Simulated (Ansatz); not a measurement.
A trial cell of ZrF, before relaxation:

Space group Pm-3m (No. 221). a = 3.232 Å, b = 3.232 Å, c = 3.232 Å, α = 90.00°, β = 90.00°, γ = 90.00°
```tsv
atom	site	symmetry	x	y	z
Zr	1b	m-3m	0.5000	0.5000	0.5000
F	1a	m-3m	0.0000	0.0000	0.0000
```

Theory: Ansatz 0.2.0, DFT PBE, scalar-relativistic, plane waves, PAW. Cutoff 420 eV, Gaussian smearing, Γ-centred meshes. Cell and atoms relax first on a coarse mesh and then on a finer one. In between, the cell is made exact in the group found at 0.06 Å. In metals the finer mesh still leaves noise of several meV/atom or more. The steps can't lower the symmetry of their start. No spin polarisation in the relaxation; trial moments died out in a coarse test.

A guess keeps its type if space group and coordination stay and the shape of the cell changes little (axis ratios within about 15 %, angles within 6°); the volume may change.

**Question.** Will the relaxed cell still be of the starting type?

**Answer.** It keeps its type: symmetry leaves only the cell edge free. The symmetry stays Pm-3m (No. 221). The end has the caesium chloride type. The volume per atom shrinks by 9.6 %, from 16.9 to 15.2 Å³. The shortest distance goes from 2.80 Å (Zr–F) to 2.71 Å (Zr–F). Counting neighbours within 15 % of an atom's shortest distance, the start has F 8, Zr 8 and the end F 8, Zr 8.

Formation energies are uncorrected and refer to the elements' standard structures at the same level (F₂ as a molecule).

**Question.** At what energy does it end?

**Answer.** −0.96 eV/atom.

The last run used an 18×18×18 mesh for its 2-atom cell and Gaussian smearing of 0.10 eV. An odd number of electrons in the primitive cell allows no gap without spin; a larger cell or a magnetic state could open one. Symmetry constrained the relaxation, so the result can be a saddle point. Another cell of ZrF relaxed alike, in P4/nmm, lies 1.19 eV/atom lower, so this cell isn't the stable form at this level.
